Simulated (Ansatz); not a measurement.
CsGeI3 in space group R3m (No. 160; I on 9b, Cs on 3a, Ge on 3a) at seven volumes, r²SCAN in the plane-wave PAW code Ansatz, shape and atoms relaxed at each. One row is withheld.

```
V (Å³/atom)  P (GPa)
-----------  -------
40.252          1.24
41.579          0.72
42.906             ?
44.233          0.00
45.560         -0.26
46.887         -0.46
48.214         -0.59
```

**Question.** Fit the shown pressures and predict the withheld one.

**Answer.** P = (3/2)B₀(x^(7/2) − x^(5/2))[1 + (3/4)(B′ − 4)(x − 1)] with x = (V₀/V)^(2/3). Least squares on the six rows gives V₀ = 44.197 Å³/atom, B₀ = 9.5 GPa, B′ = 7.31. At V = 42.906, x = 1.0200 and P = 0.31 GPa. The run itself gave 0.33 GPa.

The workflow started from an entry of the Crystallography Open Database (COD, 293 K). Whether it is the stable phase at ambient conditions was not checked. The cell was relaxed with r²SCAN under the symmetry of its start; whether a distortion lowers the energy is not shown. Spin–orbit coupling is left out wherever it is not named.

Potentials: the later of the program's two PAW sets.
